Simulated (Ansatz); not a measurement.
Q: Each is relaxed and computed with DFT-r²SCAN in the program Ansatz with PAW potentials. Which is the only metal?
A. SrO, P6_3/mmc (Sr on 2d, O on 2c)
B. BPt2, P6_3/mmc (B on 2c, Pt on 4f)
C. BSe2, P2_1/c (Pearson symbol mP24)
D. SiB3, Imma (Pearson symbol oI64)

A: B, BPt2, P6_3/mmc (B on 2c, Pt on 4f). BPt2: metal; BSe2: gap 2.04 eV (indirect); SrO: gap 3.03 eV (direct); SiB3: gap 1.54 eV (indirect). Not the usual ambient phase: SrO, P6_3/mmc (Sr on 2d, O on 2c). Standing as an ambient phase not checked: BPt2, P6_3/mmc (B on 2c, Pt on 4f); BSe2, P2_1/c (Pearson symbol mP24); SiB3, Imma (Pearson symbol oI64). Weakly bound layers, chains or molecules computed without a dispersion correction, so cells and soft constants are ill determined: BSe2, P2_1/c (Pearson symbol mP24). All cells were relaxed under the symmetry of their starts (and spin orders); stability against distortions was not tested throughout. Rows with no word on spin ran without spin polarisation. Spin–orbit coupling is left out wherever it is not named.

Potentials: the later of the program's two PAW sets.
